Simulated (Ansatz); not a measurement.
Theory: DFT PBE, scalar-relativistic, plane waves, PAW (Ansatz).

Structure of C:

```
CELL_PARAMETERS angstrom
2.52048 0.00000 0.00000
-1.26024 2.18280 0.00000
0.00000 0.00000 12.42892
ATOMIC_POSITIONS crystal
C 0.00000 0.00000 0.18686
C 0.00000 0.00000 0.68686
C 0.00000 0.00000 0.31314
C 0.00000 0.00000 0.81314
C 0.33333 0.66667 0.52077
C 0.66667 0.33333 0.02077
C 0.33333 0.66667 0.97923
C 0.66667 0.33333 0.47923
C 0.33333 0.66667 0.64509
C 0.66667 0.33333 0.14509
C 0.33333 0.66667 0.85491
C 0.66667 0.33333 0.35491
```

Plane waves to 420 eV, a k mesh through Γ of 12×12×2 on the computed 12-atom cell and Gaussian smearing (0.02 eV); no spin polarisation.

Levels along Γ–M–K–Γ–A–L–H–A | L–M | H–K, in eV from a zero inside the gap, sorted by energy at each point. Points in fractions of the primitive reciprocal vectors: Γ (0.000 0.000 0.000), M (0.500 0.000 0.000), K (0.333 0.333 0.000), A (0.000 0.000 0.500), L (0.500 0.000 0.500), H (0.333 0.333 0.500).
```csv
point,"k (1/Å, with 2π)",band 21,band 22,band 23,band 24,band 25,band 26,band 27
Γ,0.000,-3.20,-2.37,-2.22,-2.22,3.16,3.16,3.28
-,0.288,-3.61,-3.21,-2.73,-2.59,3.23,3.63,3.70
-,0.576,-4.54,-4.53,-3.60,-3.44,2.78,3.38,3.79
-,0.864,-5.45,-5.41,-4.62,-4.32,2.30,2.93,3.35
-,1.151,-6.07,-6.02,-5.41,-4.92,2.22,2.89,3.07
M,1.439,-6.28,-6.24,-5.82,-5.13,2.40,2.99,3.06
-,1.605,-6.48,-6.21,-5.92,-5.49,2.98,3.28,3.59
-,1.772,-6.80,-6.41,-6.21,-6.21,3.18,4.35,4.44
-,1.938,-7.38,-6.90,-6.72,-6.29,3.06,4.18,4.77
-,2.104,-7.45,-7.20,-6.93,-6.49,3.10,3.94,3.97
K,2.270,-8.16,-6.96,-6.82,-6.82,3.37,3.37,3.87
-,2.603,-7.80,-7.19,-6.35,-6.03,3.33,4.34,4.52
-,2.935,-6.75,-6.32,-5.43,-4.92,3.98,4.26,4.79
-,3.267,-5.55,-4.83,-4.44,-3.63,3.50,4.37,4.47
-,3.600,-4.00,-3.23,-2.84,-2.78,3.42,3.61,3.78
Γ,3.932,-3.20,-2.37,-2.22,-2.22,3.16,3.16,3.28
-,3.983,-3.09,-2.43,-2.24,-2.24,3.18,3.18,3.32
-,4.033,-2.94,-2.59,-2.28,-2.28,3.23,3.23,3.42
-,4.084,-2.80,-2.80,-2.34,-2.34,3.31,3.31,3.57
-,4.134,-2.66,-2.66,-2.43,-2.43,3.42,3.42,3.70
A,4.185,-2.54,-2.54,-2.54,-2.54,3.55,3.55,3.55
-,4.473,-3.43,-3.43,-2.91,-2.91,3.35,3.35,4.10
-,4.761,-4.16,-4.16,-3.77,-3.77,2.92,2.92,4.29
-,5.048,-5.02,-5.02,-4.65,-4.65,2.58,2.58,3.89
-,5.336,-5.83,-5.83,-5.25,-5.25,2.47,2.47,3.74
L,5.624,-5.99,-5.99,-5.46,-5.46,2.57,2.57,3.60
-,5.790,-6.22,-6.22,-5.64,-5.64,3.14,3.14,3.66
-,5.957,-7.01,-7.01,-5.92,-5.92,3.77,3.77,4.54
-,6.123,-7.53,-7.53,-6.28,-6.28,3.82,3.82,4.60
-,6.289,-7.45,-7.45,-6.76,-6.76,3.67,3.67,4.64
H,6.455,-7.47,-7.47,-7.04,-7.04,3.60,3.60,4.73
-,6.787,-7.04,-7.04,-6.35,-6.35,3.65,3.65,5.06
-,7.120,-7.13,-7.13,-5.03,-5.03,3.95,3.95,5.19
-,7.452,-5.18,-5.18,-3.96,-3.96,3.96,3.96,4.24
-,7.785,-3.64,-3.64,-3.07,-3.07,3.51,3.51,3.96
A,8.117,-2.54,-2.54,-2.54,-2.54,3.55,3.55,3.55
L,8.117,-5.99,-5.99,-5.46,-5.46,2.57,2.57,3.60
-,8.168,-6.10,-5.91,-5.60,-5.35,2.51,2.64,3.48
-,8.218,-6.24,-5.86,-5.75,-5.25,2.46,2.72,3.38
-,8.269,-6.40,-5.91,-5.83,-5.18,2.43,2.81,3.28
-,8.319,-6.44,-6.08,-5.83,-5.14,2.41,2.91,3.15
M,8.370,-6.28,-6.24,-5.82,-5.13,2.40,2.99,3.06
H,8.370,-7.47,-7.47,-7.04,-7.04,3.60,3.60,4.73
-,8.420,-7.66,-7.30,-7.01,-7.01,3.57,3.57,4.43
-,8.471,-7.84,-7.16,-6.95,-6.95,3.51,3.51,4.19
-,8.521,-8.00,-7.05,-6.89,-6.89,3.44,3.44,4.01
-,8.572,-8.11,-6.98,-6.84,-6.84,3.39,3.39,3.90
K,8.623,-8.16,-6.96,-6.82,-6.82,3.37,3.37,3.87
```

Cost: 1 run of about 0.48 core-minutes, on Arm Neoverse V1 (shared hosts).